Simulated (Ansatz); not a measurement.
Ir (fcc, Cu type)

```
CELL_PARAMETERS angstrom
      0.00000     1.91524     1.91524
      1.91524     0.00000     1.91524
      1.91524     1.91524     0.00000
ATOMIC_POSITIONS crystal
  Ir 0.00000 0.00000 0.00000
```

The slice is a {100} plane (indices of the conventional cell) through the point (0.000, 0.000, 0.000) (fractional), spanned by u = [100] and v = [0 1 -1] in vectors of this cell: u (2.71 Å) and v (2.71 Å, at 90° to u). It covers one period; positions are fractions (u, v).

The numbers are results of PBEsol (plane waves to 420 eV, PAW, scalar-relativistic; Ansatz, a program for electronic structure), not measurements. k mesh 21×21×21. These are valence fields of a PAW run, semicore shells included where kept as valence: close to a nucleus they are smooth pseudo fields. Ir is run without spin polarisation. Ir was relaxed with its symmetry unable to fall. Spin-orbit coupling is left out, though Ir is heavy.

**Question.** What is the valence density on the shortest Ir–Ir line in this plane (2.71 Å), at its midpoint?

**Answer.** 0.46 e/Å³.

**Question.** What is the ELF at the midpoint of the shortest Ir–Ir line in this plane (2.71 Å)?

**Answer.** 0.37.

**Question.** Predict the map of the valence electron density on the slice.

**Answer.** 
```
|@@@@@@@%#*+=--:::::--=+*#%@@@@@@|
|@@@@@@%%#*+=--:::::--=+*#%%@@@@@|
|@@@@@@%%#*+=-:::::::-=+*#%%@@@@@|
|@@@@@%%#*+==-:::::::-==+*#%%@@@@|
|@@@@%%##*+=--:::.:::--=+*##%%@@@|
|@@%%%##*+==-::.....::-==+*##%%%@|
|%%%%##*++=-:::.....:::-=++*##%%%|
|####**++=--::.......::--=++**###|
|****++==--::.........::--==++***|
|++++===--::...     ...::--===+++|
|=====--:::...       ...:::--====|
|------:::...         ...:::-----|
|---:::::...           ...:::::--|
|::::::....             ....:::::|
|::::::....             ....:::::|
|:::::.....             .....::::|
|::::::....             ....:::::|
|::::::....             ....:::::|
|---:::::...           ...:::::--|
|------:::...         ...:::-----|
|=====--:::...       ...:::--====|
|++++===--::...     ...::--===+++|
|****++==--::.........::--==++***|
|####**++=--::.......::--=++**###|
|%%%%##*++=-:::.....:::-=++*##%%%|
|@@%%%##*+==-::.....::-==+*##%%%@|
|@@@@%%##*+=--:::.:::--=+*##%%@@@|
|@@@@@%%#*+==-:::::::-==+*#%%@@@@|
|@@@@@@%%#*+=-:::::::-=+*#%%@@@@@|
|@@@@@@%%#*+=--:::::--=+*#%%@@@@@|
|@@@@@@@%#*+=--:::::--=+*#%@@@@@@|
|@@@@@@@%#*+=--:::::--=+*#%@@@@@@|
```
Scale: ten equal steps from -0.76 (start of ' ') to 0.96 (end of '@'), in the order ' .:-=+*#%@'. Values: log₁₀ of the valence density in e/Å³. The map has 32 points along u (one character each, u = 0 at the left) and 32 along v (v = 0 in the bottom row). The scale is logarithmic, as a density can span decades between atoms and voids.
